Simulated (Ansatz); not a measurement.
# MnCl₂ (R-3m): one cell, several electronic states

Level of theory: r²SCAN+U, U_eff = 3.0 eV (Dudarev form) on Mn d, fully localised double counting, scalar-relativistic datasets, 500 eV, PAW set soft_2 (made for PBE), 6×6×6 mesh, Gaussian smearing of 0.05 eV; plane-wave PAW code Ansatz.

```yaml
crystal:
  lattice:
    - [1.84300, 1.06406, 5.82333]
    - [-1.84300, 1.06406, 5.82333]
    - [0.00000, -2.12811, 5.82333]
  atoms:
    - { symbol: Mn, position: [0.00000, 0.00000, 0.00000] }
    - { symbol: Cl, position: [0.25000, 0.25000, 0.25000] }
    - { symbol: Cl, position: [0.75000, 0.75000, 0.75000] }
```

The structure is that of a cell as deposited in COD, unrelaxed.

Cell and atoms stay fixed, and the cell was started in 7 ways, without spin–orbit coupling. The starts were built for 5 d electrons on Mn, a formal count that the converged states needn't keep. Starting moments of the plain starts: Mn1 5.00 μB (atoms counted from 1).

Energies count from the lowest free state found; constrained states (a lock kept on the moments, or spin off) can lie above or below free ones. A natural orbital (eigenvector of a shell's occupation matrix) is counted as filled above 0.75 (0.9 in a metal) and as partly filled from 0.35 up to that; ↑ and ↓ are the spin channels.

```tsv
state	reached from	ΔE (meV/atom)	gap (eV)	P (GPa)	cell spin moment (μB)	site spin moments (μB)	shell filling	Hubbard energy (eV/cell)	flags
1	typed shells with each spin channel wholly full or empty (5+0 electrons), held for 5 iterations; from atoms, default search; from atoms, symmetry kept, no search; 2 more	0.0	4.49	-0.3	5.00	Mn 4.56; Cl 0.06	Mn 5↑ 0↓, 5.21 e	0.32	–
2	random orbitals: pairs of harmonics, lower spin (3+2 electrons) (draw 8)	818.8	3.92	-3.3	1.00	Mn 0.94	Mn 3↑ 2↓, 5.32 e	0.48	occupations loosely converged
3	random orbitals: single harmonics, lower spin (3+2 electrons) (draw 4)	827.1	3.26	-3.1	1.00	Mn 0.94	Mn 3↑ 2↓, 5.32 e	0.48	occupations loosely converged
```

The lowest free state (state 1) has 5 d electrons in filled orbitals, 5 of them unpaired, the high-spin filling, a gap of 4.49 eV and a whole-number cell moment of 5 μB, as a collinear insulator must have. Its natural occupations are Mn1 spin up: 1.00 1.00 1.00 1.00 1.00; Mn1 spin down: 0.02 0.02 0.02 0.08 0.08. Since all bands are wholly filled or empty, the fractional occupations (0.08) come from mixing of the shell with the neighbours' orbitals (covalency), not from partly filled bands.

State 2 lies 818.8 meV/atom higher, or 2.46 eV per cell. It has 5 filled d spin orbitals, 1 more of one spin than of the other, a gap of 3.92 eV and a whole-number cell moment of 1 μB, as a collinear insulator must have; natural occupations Mn1 spin up: 0.08 0.08 1.00 1.00 1.00; Mn1 spin down: 0.02 0.07 0.07 1.00 1.00. On Mn1, N↑ − N↓ is 1.00 in size in state 2 against 4.77 in state 1: with fewer parallel spins, state 2 lacks part of the exchange energy behind Hund's first rule. With J = 0 the Hubbard energy is (U/2) Σ λ(1 − λ), a penalty on fractional natural occupations. The sums Σ λ(1 − λ) over the cell's shells are 0.21 for state 1 and 0.32 for state 2, which at U/2 = 1.50 eV give 0.32 and 0.48 eV per cell. Of the difference of 2.46 eV per cell, the Hubbard term gives 0.16 eV and all other terms 2.29 eV, so the Hubbard term itself makes little of it, though U shapes both states. The other terms are taken on each state's own density, so they aren't the result of a run without U.

With one Mn ion in the cell, Mn moments can't oppose each other.

In the lowest free state the fixed cell carries forces up to 0.42 eV/Å; relaxing would change energies and could change the order of close states.

The lowest state found needn't be the ground state of this level of theory. U wasn't fitted or computed for this material, so the results show what this U gives and needn't match the real solid. A gap on the mesh alone may shrink between mesh points. Site moments are integrated in small spheres and here fall short of the shell's N↑ − N↓.
